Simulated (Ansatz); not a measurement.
## TiRe: reading a single point

```xyz
2
Lattice="3.1446 0.0000 0.0000 0.0000 3.1446 0.0000 0.0000 0.0000 3.1446" Properties=species:S:1:pos:R:3 pbc="T T T"
Re    0.0000    0.0000    0.0000
Ti    1.5723    1.5723    1.5723
```

Single point in Ansatz 0.2.0 with r2SCAN, no spin polarisation. Cutoff 500 eV, PAW datasets, 11×11×11 Γ-centred k mesh, fermi-dirac filling (width 0.0487 eV).

**Contacts.** Re–Ti at 2.72 Å: least valence density 0.31 e/Å³ and ELF 0.24 there. Re–Re at 3.14 Å: least valence density 0.28 e/Å³ and ELF 0.47 there. Ti–Ti at 3.14 Å: least valence density 0.18 e/Å³ and ELF 0.26 there. These are pseudo-fields; inside the PAW spheres they differ from the all-electron ones.
**Forces.** The forces vanish by the symmetry of the sites.
**Formation energy.** -0.42 eV an atom against the elements' usual phases (free molecules for gases, crystals otherwise, with no correction for O₂ or N₂), so it is bound against them; other compounds may still compete. Relaxing would lower it.
**Charges.** Bader charges in e: Ti +1.36, Re -1.36. In the mean Ti gives up most and Re takes most.
**Electronic structure.** It is a metal, with about 2 states/eV a cell as the mean within 0.25 eV of the Fermi level, mostly Re d (43 %) and Ti d (37 %).
**Stress.** The pressure is -8.5 GPa (compression positive), so with the atoms held at these fractions the cell would first shrink.

Origin: a database entry at a rescaled volume.
